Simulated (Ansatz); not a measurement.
Phases of Sn at 27 GPa

Structure types of Sn are relaxed in primitive cells with their symmetry kept at 27 GPa, on PAW files; LAPW relaxes the small cells further and takes the PAW cell for the others (marked *). The enthalpy is E + pV at zero temperature, without zero-point motion. Only the types listed were tried, and differences under about 5 meV/atom are mesh noise. Not among the end structures: fcc, which may lie lower.

Computed with Ansatz 0.2.0; functional LDA, scalar-relativistic. Settings: Fermi–Dirac smearing of 0.1 eV, no spin polarisation. Methods: LAPW: all electrons, basis error target 0.5 meV/atom; PAW: frozen-core files, cutoff 420 eV.

k meshes: bcc 15×15×15, hcp 14×14×8, dhcp 11×11×3, beta tin 15×15×15, diamond 11×11×11.

Spin–orbit coupling is left out, which matters for the heavy atoms. The PAW files were made under PBE.

Problem. Which type is lowest in enthalpy, and by how much?

Solution. bcc, 12 meV/atom below hcp. The whole table:

| start type | ends as | a, b, c (Å) | V (Å³/atom) | H − H(lowest), LAPW (meV/atom) | same, PAW |
| --- | --- | --- | --- | --- | --- |
| bcc | bcc, Im-3m | 3.411, 3.411, 3.411 | 19.84 | 0.0 | 0.0 |
| hcp | hcp, P6_3/mmc | 3.020, 3.020, 5.042 | 19.92 | 12.3 | 12.3 |
| dhcp* | dhcp, P6_3/mmc | 3.039, 3.039, 9.989 | 19.97 | 21.0 | 21.0 |
| beta tin | beta tin, I4_1/amd | 5.333, 5.333, 2.874 | 20.43 | 66.2 | 66.4 |
| diamond | diamond, Fd-3m | 5.868, 5.868, 5.868 | 25.25 | 1067.5 | 1067.6 |

Problem. Split the lead of bcc over hcp into energy and pV.

Solution. For hcp less bcc: ΔE = -1.3 meV/atom, and p·ΔV = 27 GPa × +0.0806 Å³ × 6.242 meV/(GPa·Å³) = +13.6 meV/atom, together 12.3 meV/atom. bcc wins by its smaller volume, against the internal energy.
